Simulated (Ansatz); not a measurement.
CuZrSe₂:
Space group P-3m1 (No. 164); a = b = 3.718 Å, c = 6.186 Å, α = β = 90.00°, γ = 120.00°

```json
[
 {"atom": "Se", "site": "2d", "symmetry": "3m.", "x": "0.3333", "y": "0.6667", "z": "0.2702"},
 {"atom": "Zr", "site": "1a", "symmetry": "-3m.", "x": "0.0000", "y": "0.0000", "z": "0.0000"},
 {"atom": "Cu", "site": "1b", "symmetry": "-3m.", "x": "0.0000", "y": "0.0000", "z": "0.5000"}
]
```

Relaxed with PBE+D3(BJ).

**Question.** Decompose the optical modes at the zone centre into irreducible representations, and say which are infrared and Raman allowed.

**Answer.** Point group -3m: Γ_opt = A1g + 2A2u + Eg + 2Eu. Infrared: A2u, Eu. Raman: A1g, Eg.

**Question.** Assign frequencies (DFPT, PBE+D3(BJ) (plane waves, PAW; program Ansatz)).

**Answer.** Eu 84, A2u 121, Eg 155, Eu 199, A1g 205, A2u 231 cm⁻¹.

A made-up cell: these elements were put on the sites of a structure type; neither database checked (COD, Materials Project) lists it. Whether it is the stable phase at ambient conditions was not checked. The PBE+D3(BJ) relaxation kept the symmetry of its start; of distortions, only those at the zone centre were tested. The run is not spin-polarised. With an odd number of electrons in the cell and no spin polarisation, the count alone makes it a metal. As this level gives no gap, phonon frequencies hold no LO–TO term and depend on the k-mesh and smearing (Fermi–Dirac, 0.1 eV here).

Potentials: the later of the program's two PAW sets.
